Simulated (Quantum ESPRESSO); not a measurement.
## Mo5RuGaIn (one run as intended and one with a planted mistake)

Simulated, not a measurement. The program is pw.x of Quantum ESPRESSO 7.5 (plane-wave density functional theory). The cell is made up: eight metal atoms on a face-centred cubic lattice, with elements, volume, strain and displacements drawn at random and not relaxed, so it may be unstable or far from any real phase. PseudoDojo standard norm-conserving files set the functional (PBE unless stated); there is no spin polarisation or spin-orbit coupling, the Fermi-Dirac width of 0.25 eV means electrons at about 2900 K, and the masses in the input are unused placeholders. A spin test at this wide smearing found no moment, but such smearing suppresses magnetism that the real alloy may have.

Intended input:

```
&control calculation='scf', pseudo_dir='./dojo.nc.sr.pbe.v0_5.standard.upf', outdir='./o', disk_io='minimal', tprnfor=.true., tstress=.true. /
&system ibrav=0, nat=8, ntyp=4, nbnd=73, ecutwfc=84.00895049, nosym=.true., tot_charge=0,
 occupations='smearing', smearing='fd', degauss=0.0183746611
/
&electrons conv_thr=1.470e-08, electron_maxstep=70, mixing_beta=0.5 /
ATOMIC_SPECIES
Ga 1.0 Ga.upf
In 1.0 In.upf
Mo 1.0 Mo.upf
Ru 1.0 Ru.upf
CELL_PARAMETERS angstrom
0.0 4.0584 4.0584
4.0584 0.0 4.0584
4.0584 4.0584 0.0
ATOMIC_POSITIONS angstrom
Mo -0.0987 0.103 0.0727
Ru 1.8958 2.1221 -0.0638
Mo 2.0874 -0.0168 2.1081
Mo 4.0877 1.9746 1.9952
Ga -0.0801 1.8421 2.0476
Mo 2.0046 4.1565 2.0169
Mo 2.1458 2.0436 4.0324
In 3.9139 4.089 3.9302
K_POINTS automatic
5 5 5 1 1 1
```

The log is shortened where brackets say so; the opening notice, blank lines, dates and the lines on written files are dropped, and the path of the files is cut. It prints rydbergs, bohrs and kilobars, and counts compression as positive stress. Its total energy is the free energy E - TS of the whole cell.

Log of the intended run:

```
     Program PWSCF v.7.5
     Parallel version (MPI & OpenMP), running on       4 processor cores
     Number of MPI processes:                 4
     Threads/MPI process:                     1
     [start-up lines left out]
     bravais-lattice index     =            0
     lattice parameter (alat)  =      10.8460  a.u.
     unit-cell volume          =     902.1757 (a.u.)^3
     number of atoms/cell      =            8
     number of atomic types    =            4
     number of electrons       =       112.00
     number of Kohn-Sham states=           73
     kinetic-energy cutoff     =      84.0090  Ry
     charge density cutoff     =     336.0358  Ry
     scf convergence threshold =      1.5E-08
     mixing beta               =       0.5000
     number of iterations used =            8  plain     mixing
     Exchange-correlation= PBE
                           (   1   4   3   4   0   0   0)
     [axes and pseudopotential details left out]
   Cartesian axes
     site n.     atom                  positions (alat units)
         1        Mo     tau(   1) = (  -0.0171968   0.0179460   0.0126667  )
         2        Ru     tau(   2) = (   0.3303107   0.3697396  -0.0111161  )
         3        Mo     tau(   3) = (   0.3636937  -0.0029271   0.3673004  )
         4        Mo     tau(   4) = (   0.7122118   0.3440403   0.3476295  )
         5        Ga     tau(   5) = (  -0.0139561   0.3209544   0.3567593  )
         6        Mo     tau(   6) = (   0.3492673   0.7241990   0.3514103  )
         7        Mo     tau(   7) = (   0.3738689   0.3560623   0.7025767  )
         8        In     tau(   8) = (   0.6819301   0.7124383   0.6847701  )
     number of k points=    63  Fermi-Dirac smearing, width (Ry)=  0.0184
                       cart. coord. in units 2pi/alat
        k(    1) = (   0.0707107   0.0707107   0.0707107), wk =   0.0320000
        k(    2) = (   0.2121320   0.2121320  -0.0707107), wk =   0.0320000
     [further k points left out]
     Dense  grid:    93729 G-vectors     FFT dimensions: (  64,  64,  64)
     Estimated max dynamical RAM per process >     372.76 MB
     Estimated total dynamical RAM >       1.39 GB
     Initial potential from superposition of free atoms
     starting charge     111.9855, renormalised to     112.0000
     Starting wfcs are   78 randomized atomic wfcs
     total cpu time spent up to now is        7.9 secs
     per-process dynamical memory:   298.3 Mb
     Self-consistent Calculation
     iteration #  1     ecut=    84.01 Ry     beta= 0.50
     Davidson diagonalization with overlap
     ethr =  1.00E-02,  avg # of iterations =  4.0
     Threshold (ethr) on eigenvalues was too large:
     Diagonalizing with lowered threshold
     Davidson diagonalization with overlap
     ethr =  6.66E-04,  avg # of iterations =  2.2
     total cpu time spent up to now is       41.1 secs
     total energy              =   -1190.45458063 Ry
     estimated scf accuracy    <       0.82013242 Ry
     iteration #  2     ecut=    84.01 Ry     beta= 0.50
     Davidson diagonalization with overlap
     ethr =  7.32E-04,  avg # of iterations =  2.1
     total cpu time spent up to now is       58.1 secs
     total energy              =   -1190.36754481 Ry
     estimated scf accuracy    <       0.79125119 Ry
     [iterations 3 to 13 left out]
     iteration # 14     ecut=    84.01 Ry     beta= 0.50
     Davidson diagonalization with overlap
     ethr =  1.21E-09,  avg # of iterations =  1.4
     total cpu time spent up to now is      242.2 secs
     total energy              =   -1190.61722119 Ry
     estimated scf accuracy    <       0.00000037 Ry
     iteration # 15     ecut=    84.01 Ry     beta= 0.50
     Davidson diagonalization with overlap
     ethr =  3.27E-10,  avg # of iterations =  1.2
     total cpu time spent up to now is      256.2 secs
     End of self-consistent calculation
     [lines on levels left out]
!    total energy              =   -1190.61722122 Ry
     estimated scf accuracy    <          7.8E-09 Ry
     smearing contrib. (-TS)   =      -0.13183476 Ry
     internal energy E=F+TS    =   -1190.48538646 Ry
     The total energy is F=E-TS. E is the sum of the following terms:
     one-electron contribution =    -229.05602685 Ry
     hartree contribution      =     191.83320327 Ry
     xc contribution           =    -219.13200568 Ry
     ewald contribution        =    -934.13055721 Ry
     convergence has been achieved in  15 iterations
     Forces acting on atoms (cartesian axes, Ry/au):
     atom    1 type  3   force =     0.02553090   -0.05191493   -0.01671709
     atom    2 type  4   force =     0.01756808   -0.00576956    0.02085465
     atom    3 type  3   force =     0.00628783    0.00472141   -0.01743899
     atom    4 type  3   force =    -0.00859191    0.01120813   -0.01733618
     atom    5 type  1   force =     0.03786756    0.08053408    0.00231162
     atom    6 type  3   force =    -0.06645773   -0.04061675   -0.02448233
     atom    7 type  3   force =    -0.06417312   -0.01262254   -0.01585636
     atom    8 type  2   force =     0.05196839    0.01446016    0.06866468
     Total force =     0.178923     Total SCF correction =     0.000145
     Computing stress (Cartesian axis) and pressure
          total   stress  (Ry/bohr**3)                   (kbar)     P=      -25.93
  -0.00028180   0.00016625   0.00009671          -41.45       24.46       14.23
   0.00016625  -0.00014624  -0.00016360           24.46      -21.51      -24.07
   0.00009671  -0.00016360  -0.00010076           14.23      -24.07      -14.82
     init_run     :      7.38s CPU      7.63s WALL (       1 calls)
     electrons    :    244.59s CPU    248.30s WALL (       1 calls)
     forces       :      1.88s CPU      1.88s WALL (       1 calls)
     stress       :      6.34s CPU      6.34s WALL (       1 calls)
     [timing details left out]
     PWSCF        :   4m20.43s CPU   4m24.41s WALL
     JOB DONE.
```

A second run has one planted mistake: two atoms have their elements exchanged. The input lines that differ:

```
- Ga -0.0801 1.8421 2.0476
- Mo 2.0046 4.1565 2.0169
+ Mo -0.0801 1.8421 2.0476
+ Ga 2.0046 4.1565 2.0169
```

Its log:

```
     Program PWSCF v.7.5
     Parallel version (MPI & OpenMP), running on       4 processor cores
     Number of MPI processes:                 4
     Threads/MPI process:                     1
     [start-up lines left out]
     bravais-lattice index     =            0
     lattice parameter (alat)  =      10.8460  a.u.
     unit-cell volume          =     902.1757 (a.u.)^3
     number of atoms/cell      =            8
     number of atomic types    =            4
     number of electrons       =       112.00
     number of Kohn-Sham states=           73
     kinetic-energy cutoff     =      84.0090  Ry
     charge density cutoff     =     336.0358  Ry
     scf convergence threshold =      1.5E-08
     mixing beta               =       0.5000
     number of iterations used =            8  plain     mixing
     Exchange-correlation= PBE
                           (   1   4   3   4   0   0   0)
     [axes and pseudopotential details left out]
   Cartesian axes
     site n.     atom                  positions (alat units)
         1        Mo     tau(   1) = (  -0.0171968   0.0179460   0.0126667  )
         2        Ru     tau(   2) = (   0.3303107   0.3697396  -0.0111161  )
         3        Mo     tau(   3) = (   0.3636937  -0.0029271   0.3673004  )
         4        Mo     tau(   4) = (   0.7122118   0.3440403   0.3476295  )
         5        Mo     tau(   5) = (  -0.0139561   0.3209544   0.3567593  )
         6        Ga     tau(   6) = (   0.3492673   0.7241990   0.3514103  )
         7        Mo     tau(   7) = (   0.3738689   0.3560623   0.7025767  )
         8        In     tau(   8) = (   0.6819301   0.7124383   0.6847701  )
     number of k points=    63  Fermi-Dirac smearing, width (Ry)=  0.0184
                       cart. coord. in units 2pi/alat
        k(    1) = (   0.0707107   0.0707107   0.0707107), wk =   0.0320000
        k(    2) = (   0.2121320   0.2121320  -0.0707107), wk =   0.0320000
     [further k points left out]
     Dense  grid:    93729 G-vectors     FFT dimensions: (  64,  64,  64)
     Estimated max dynamical RAM per process >     372.76 MB
     Estimated total dynamical RAM >       1.39 GB
     Initial potential from superposition of free atoms
     starting charge     111.9855, renormalised to     112.0000
     Starting wfcs are   78 randomized atomic wfcs
     total cpu time spent up to now is        7.8 secs
     per-process dynamical memory:   298.3 Mb
     Self-consistent Calculation
     iteration #  1     ecut=    84.01 Ry     beta= 0.50
     Davidson diagonalization with overlap
     ethr =  1.00E-02,  avg # of iterations =  4.0
     Threshold (ethr) on eigenvalues was too large:
     Diagonalizing with lowered threshold
     Davidson diagonalization with overlap
     ethr =  6.47E-04,  avg # of iterations =  2.1
     total cpu time spent up to now is       41.5 secs
     total energy              =   -1190.45442680 Ry
     estimated scf accuracy    <       0.79930526 Ry
     iteration #  2     ecut=    84.01 Ry     beta= 0.50
     Davidson diagonalization with overlap
     ethr =  7.14E-04,  avg # of iterations =  2.1
     total cpu time spent up to now is       58.7 secs
     total energy              =   -1190.40600711 Ry
     estimated scf accuracy    <       0.58664082 Ry
     [iterations 3 to 15 left out]
     iteration # 16     ecut=    84.01 Ry     beta= 0.50
     Davidson diagonalization with overlap
     ethr =  4.47E-11,  avg # of iterations =  1.9
     total cpu time spent up to now is      273.0 secs
     total energy              =   -1190.60965844 Ry
     estimated scf accuracy    <       0.00000004 Ry
     iteration # 17     ecut=    84.01 Ry     beta= 0.50
     Davidson diagonalization with overlap
     ethr =  3.47E-11,  avg # of iterations =  1.0
     total cpu time spent up to now is      286.6 secs
     End of self-consistent calculation
     [lines on levels left out]
!    total energy              =   -1190.60965844 Ry
     estimated scf accuracy    <          5.0E-10 Ry
     smearing contrib. (-TS)   =      -0.13308067 Ry
     internal energy E=F+TS    =   -1190.47657777 Ry
     The total energy is F=E-TS. E is the sum of the following terms:
     one-electron contribution =    -229.14336022 Ry
     hartree contribution      =     191.91424068 Ry
     xc contribution           =    -219.14715471 Ry
     ewald contribution        =    -934.10030352 Ry
     convergence has been achieved in  17 iterations
     Forces acting on atoms (cartesian axes, Ry/au):
     atom    1 type  3   force =     0.03968096   -0.03641352   -0.01429621
     atom    2 type  4   force =     0.01575556   -0.01410446    0.01838084
     atom    3 type  3   force =    -0.00492672    0.00233225   -0.02517407
     atom    4 type  3   force =    -0.02239683    0.02227105   -0.00979669
     atom    5 type  3   force =     0.04404196    0.09662844   -0.03313392
     atom    6 type  1   force =    -0.04247493   -0.04452785   -0.00611697
     atom    7 type  3   force =    -0.06656312   -0.01545981   -0.00780958
     atom    8 type  2   force =     0.03688312   -0.01072608    0.07794659
     Total force =     0.184736     Total SCF correction =     0.000054
     Computing stress (Cartesian axis) and pressure
          total   stress  (Ry/bohr**3)                   (kbar)     P=      -21.71
  -0.00019762   0.00012586   0.00017755          -29.07       18.51       26.12
   0.00012586  -0.00011225  -0.00017720           18.51      -16.51      -26.07
   0.00017755  -0.00017720  -0.00013291           26.12      -26.07      -19.55
     init_run     :      7.48s CPU      7.70s WALL (       1 calls)
     electrons    :    273.92s CPU    278.82s WALL (       1 calls)
     forces       :      1.92s CPU      1.92s WALL (       1 calls)
     stress       :      6.34s CPU      6.34s WALL (       1 calls)
     [timing details left out]
     PWSCF        :   4m49.78s CPU   4m54.92s WALL
     JOB DONE.
```

|  | intended run | run with the mistake |
| --- | --- | --- |
| free energy (eV) | -16199.173 | -16199.070 |
| entropy term -TS, part of it (eV) | -1.794 | -1.811 |
| pressure (GPa) | -2.59 | -2.17 |
| size of the largest force component (eV/Å) | 2.071 | 2.484 |
| largest change of a force component (eV/Å) |  | 0.911 |
| iterations | 15 | 17 |

For scale, a rerun of the intended cell at a higher cutoff and on a denser mesh moved values by no more than 0.004 eV in energy, 0.06 GPa in stress and 0.006 eV/Å in force, and a second program with other atomic files agreed on that cell to 2 % rms in force and 0.5 GPa in pressure.